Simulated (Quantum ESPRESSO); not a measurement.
# Planted mistakes on one cell of ZnAl2SiN4

Calculated results; nothing here was measured. They come from pw.x of Quantum ESPRESSO 7.5, a plane-wave density functional program, with PseudoDojo standard norm-conserving files (v0.5 for PBE, v0.4.1 for LDA and PBEsol). The cells are made up: elements, strain and atom displacements were drawn at random, and nothing was relaxed. There is no spin polarisation, spin-orbit coupling or dispersion term.

The cell has 8 sites of a wurtzite lattice (rectangular cell). Sites 1 to 4 hold Zn Al Si Al; sites 5 to 8 hold N N N N. Cell vectors in Å: (3.103, 0.000, 0.000); (0.000, 5.374, 0.000); (0.000, 0.000, 5.066). Settings: PBE, cutoff 1143 eV, 6 x 4 x 4 k mesh shifted by half a step, Fermi-Dirac smearing of 0.025 eV.

The intended run has a self-consistency threshold of 1e-07 eV, a smearing term of 0.000 eV, a pressure of 2.55 GPa and 12 iterations. Each further run changes one thing: all lengths scaled by 1.0057; atoms of sites 2 and 3 exchanged; cutoff 584 eV; files of PBEsol; k mesh 2 x 2 x 2; one electron removed; smearing 0.61 eV; threshold 0.6 eV. A coarse mesh keeps the shift, and a charged cell sits in a uniform background.

| run | change of free energy (eV) | smearing term -TS (eV) | change of P (GPa) | largest change of a force component (eV/Å) | iterations |
| --- | --- | --- | --- | --- | --- |
| A | -0.443 | 0.000 | -0.66 | 3.762 | 13 |
| B | -0.781 | 0.000 | -0.62 | 0.233 | 11 |
| C | -0.178 | -0.712 | 1.07 | 0.400 | 12 |
| D | 31.520 | 0.000 | -265.44 | 0.219 | 12 |
| E | -9.124 | -0.008 | -26.05 | 2.122 | 13 |
| F | -0.007 | 0.000 | -3.30 | 0.088 | 13 |
| G | 0.018 | 0.000 | -3.55 | 0.162 | 4 |
| H | 6.484 | 0.000 | -4.54 | 0.201 | 12 |

A rerun of the intended cell at 1437 eV and k mesh 8 x 6 x 6 moved values by no more than 0.002 eV in the cell's energy, 0.04 GPa in stress and 0.002 eV/Å in force.

Question: which change belongs to which run?

## Worked reading

Run G has the fewest iterations, as a run stopped early does. Run C has the largest smearing term, as wide smearing gives. Run D has a higher energy and the largest fall in pressure, as too small a basis gives. Run F changes the volume by a factor of 1.0172; minus its pressure change over the logarithm of that factor, 194 GPa, is a rough bulk modulus with clamped atoms. Energies from files of another functional, or of a charged cell, have another zero and say nothing on stability; the pressure of a charged cell rests on the program's zero of potential too.

## Key

```
run,change
A,atoms of sites 2 and 3 exchanged
B,k mesh 2 x 2 x 2
C,smearing 0.61 eV
D,cutoff 584 eV
E,one electron removed
F,all lengths scaled by 1.0057
G,threshold 0.6 eV
H,files of PBEsol
```